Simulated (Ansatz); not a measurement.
Relaxed MoS2 (space group P6_3/mmc):

```
CELL_PARAMETERS angstrom
      6.25541     0.00000     0.00000
     -1.56385     2.70867     0.00000
      0.00000     0.00000    12.19912
ATOMIC_POSITIONS crystal
  Mo 0.00000 0.00000 0.25000
  Mo 0.50000 0.00000 0.25000
  Mo 0.00000 0.00000 0.75000
  Mo 0.50000 0.00000 0.75000
  S  0.16667 0.66667 0.37714
  S  0.66667 0.66667 0.37714
  S  0.33333 0.33333 0.62286
  S  0.83333 0.33333 0.62286
  S  0.33333 0.33333 0.87714
  S  0.83333 0.33333 0.87714
  S  0.16667 0.66667 0.12286
  S  0.66667 0.66667 0.12286
```

A phonon eigenvector at M = (0.5, 0.0, 0.0) is frozen into this cell: atom i moves by Q times the vector below, so Q is the largest atomic displacement, in Å. The cell is held. (q is in reciprocal vectors of the primitive cell; the cell shown is doubled to hold the pattern.)

| atom | x | y | z |
|---|---|---|---|
| Mo1 | 0.000 | 0.000 | -1.000 |
| Mo2 | 0.000 | 0.000 | 1.000 |
| Mo3 | 0.000 | 0.000 | 1.000 |
| Mo4 | 0.000 | 0.000 | -1.000 |
| S5 | -0.676 | -0.391 | -0.542 |
| S6 | 0.676 | 0.391 | 0.542 |
| S7 | -0.676 | -0.391 | -0.542 |
| S8 | 0.676 | 0.391 | 0.542 |
| S9 | 0.676 | 0.391 | -0.542 |
| S10 | -0.676 | -0.391 | 0.542 |
| S11 | 0.676 | 0.391 | -0.542 |
| S12 | -0.676 | -0.391 | 0.542 |

Calculation: LDA (plane waves to 420 eV, PAW, scalar-relativistic; Ansatz, a first-principles code). k mesh 6×12×3 (Γ-centred), Fermi-Dirac smearing 0.05 eV. Energies are smeared free energies. MoS2 is run without spin polarisation. MoS2 was relaxed with its symmetry unable to fall. ΔE is measured from the undisplaced structure.

```tsv
Q (Å)	ΔE (meV/cell)
-0.100	324
-0.067	144
-0.033	36
0.000	0
0.033	36
0.067	144
0.100	324
```

Q: Which DFPT wavenumber at M = (0.5, 0.0, 0.0) belongs to this mode?
A) 309 cm⁻¹
B) 237 cm⁻¹
C) 169 cm⁻¹
D) 392 cm⁻¹

A: C, 169 cm⁻¹. The curvature of the scan gives 169 cm⁻¹

(A displaced cell: forces are minus the slopes of the energy, force constants its curvatures, and phonons follow from these.)
